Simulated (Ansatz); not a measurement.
# Data sheet: MgIn$_{2}$O$_{4}$ (DFT)

MgIn$_{2}$O$_{4}$:
Space group Fd-3m, origin choice 1 (No. 227); a = b = c = 8.9508 Å, α = β = γ = 90.00°

```
atom  site  symmetry       x       y       z
----  ----  --------  ------  ------  ------
In     16c      .-3m  0.1250  0.1250  0.1250
Mg      8b      -43m  0.5000  0.5000  0.5000
O      32e       .3m  0.3689  0.3689  0.3689
```
(The calculation used a cell of 14 atoms; values per cell refer to that cell.)

Space group Fd-3m (No. 227), spinel; conventional cell a = 8.951 Å, b = 8.951 Å, c = 8.951 Å, α = 90.00°, β = 90.00°, γ = 90.00°.

Method: the program Ansatz at the PBEsol level (PAW). The cell and atoms are relaxed at this level. Other levels are named where they apply.

### Cell and energy

Volume per atom: 12.81 Å³
Density: 5.89 g/cm³
Formation energy from the elements (no fitted shifts): -1.89 eV/atom

### Electronic structure

* **Band gap**: 1.92 eV (direct)
* **Valence-band maximum**: at Γ
* **Conduction-band minimum**: at Γ
* **Electron effective mass**: 0.25 mₑ (isotropic)
* **Electron effective mass with spin–orbit coupling**: 0.25 mₑ (isotropic)
* **Hole effective mass, band 1 of 3 at the edge**: 8.3 along [100], 2.7 along [110], 2.2 along [111] (mₑ)
* **Hole effective mass, band 2 of 3 at the edge**: 0.95 along [100], 1.2 along [110], 1.1 along [111] (mₑ)
* **Hole effective mass, band 3 of 3 at the edge**: 0.95 along [100], 0.96 along [110], 1.1 along [111] (mₑ)
* **Hole effective mass with spin–orbit coupling, band 1 of 3 at the edge**: 2.1 along [110], 1.9 along [111] (mₑ)
* **Hole effective mass with spin–orbit coupling, band 2 of 3 at the edge**: 0.96 along [100], 1.1 along [110], 1.1 along [111] (mₑ)
* **Hole effective mass with spin–orbit coupling, band 3 of 3 at the edge**: 1.2 along [100], 1.3 along [110], 1.3 along [111] (mₑ)
* **HSE06 gap on the PBEsol cell**: 3.53 eV
* **Gap with spin–orbit coupling**: 1.92 eV

### Mechanics

* **Bulk modulus (Birch–Murnaghan fit)**: 141 GPa
* **Pressure derivative B′**: 4.5
* **Elastic constants (relaxed ions, GPa)**: C11 = 200, C12 = 111, C44 = 72.2
* **Mechanical stability**: stable (all eigenvalues of C positive)
* **Hill bulk and shear moduli**: 141 and 59.3 GPa
* **Young's modulus**: 156 GPa
* **Poisson's ratio**: 0.32
* **Debye temperature from the elastic constants**: 452 K

### Dielectric response

- Electronic dielectric constant ε∞ (DFPT): 4.06
- Static dielectric constant ε0 (ions relaxed, cell fixed): 9.58
- Born charges (a third of the trace): In +2.97, Mg +2.21, O -2.04 e

### Phonons

Highest zone-centre frequency (without LO–TO term): 578 cm^-1
Zone-centre stability: no imaginary mode at Γ

The cell is a constructed one: a structure type filled with these elements; the Crystallography Open Database copy checked does not list it. Whether it is the stable phase at ambient conditions was not checked. The cell was relaxed with PBEsol under the symmetry of its start. The references are the lowest solids computed at this level, not always the standard phases (solids in place of the gases). Spin–orbit coupling is left out wherever it is not named.

Potentials: the earlier of the program's two PAW sets. The files were generated under PBE; for other functionals the program regenerates the frozen cores, and for LDA and PBEsol the local potential too.
